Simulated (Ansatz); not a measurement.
A geometry of MgSe away from equilibrium: step 2 of the relaxation of a relaxed MgSe cell, doubled along one cell vector, shaken by Gaussian noise of σ = 0.08 Å a coordinate. Computed with r2SCAN (plane waves to 500 eV, PAW, scalar-relativistic; Ansatz, a quantum-chemistry and plane-wave program). Γ-centred k-mesh 7×7×4 on the run's cell (coarser than for final values), Fermi–Dirac smearing 0.05 eV.

```
CELL_PARAMETERS angstrom
     -0.00344     2.69354     2.72732
      2.73936    -0.01081     2.73470
      5.48152     5.40463    -0.02441
ATOMIC_POSITIONS crystal
  Mg 0.48882 0.50021 0.24889
  Mg 0.51697 0.50549 0.74980
  Se 0.97830 0.02631 0.00590
  Se 0.02928 0.00232 0.48808
```

Q: Give the Cartesian forces on all atoms (eV/Å).

A: 
| atom | Fx | Fy | Fz |
|---|---|---|---|
| Mg1 | 0.13 | 0.11 | 0.26 |
| Mg2 | -0.02 | -0.21 | -0.04 |
| Se3 | -0.51 | -0.07 | 0.24 |
| Se4 | 0.39 | 0.18 | -0.46 |

Q: What is the pressure?

A: +1.1 GPa, compression positive.

Q: How far above the relaxed end point is this geometry?

A: 0.02 eV/atom; the path ends in Fm-3m (No. 225) (rock salt type).

No spin polarisation in the result.
